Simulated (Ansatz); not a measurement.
C₂NiS₂:
```
C2NiS2
1.0
    8.59185     0.00000     0.00000
   -4.29593     7.44076     0.00000
    0.00000     0.00000     3.43715
C S Ni
6 6 3
Direct
  0.18932   0.09466   0.00000
  0.90534   0.09466   0.00000
  0.90534   0.81068   0.00000
  0.81068   0.90534   0.00000
  0.09466   0.90534   0.00000
  0.09466   0.18932   0.00000
  0.42047   0.21023   0.00000
  0.78977   0.21023   0.00000
  0.78977   0.57953   0.00000
  0.57953   0.78977   0.00000
  0.21023   0.78977   0.00000
  0.21023   0.42047   0.00000
  0.50000   0.00000   0.00000
  0.00000   0.50000   0.00000
  0.50000   0.50000   0.00000
```

Relaxed with PBE+D3(BJ). Special points in fractions of this cell's reciprocal vectors: Γ (0.000, 0.000, 0.000); M (0.500, 0.000, 0.000); K (0.333, 0.333, 0.000); A (0.000, 0.000, 0.500); L (0.500, 0.000, 0.500); H (0.333, 0.333, 0.500).

Q: List the band energies nearest the Fermi level at these points for plane-wave PAW PBE+D3(BJ) (Ansatz code).

A: In eV from the Fermi level; about four levels below and three above (degenerate sets whole), none deeper than 8.9 eV; points with the same levels are listed once.

```csv
k,below,above
Γ,-1.29 -1.29 -1.06 -0.41 -0.41,0.02 1.10 1.10
M,-0.59 -0.56 -0.51 -0.35,0.11 0.26 0.62
K,-1.43 -1.43 -0.51 -0.45 -0.45,0.15 0.26 0.31 0.31
A,-0.63 -0.63 -0.62 -0.05 -0.05,0.00 0.00 2.04 2.04
L,-0.68 -0.65 -0.48 -0.44,0.02 0.87 0.93
H,-0.94 -0.54 -0.54 -0.42,0.35 0.66 0.66
```

Space group P6/mmm. The cell is a constructed one: a structure type filled with these elements; neither database checked (COD, Materials Project) lists it. Its standing as an ambient phase is unchecked. The cell was relaxed with PBE+D3(BJ) under the symmetry of its start; whether a distortion lowers the energy is not shown. The run is not spin-polarised.

Potentials: the later of the program's two PAW sets.
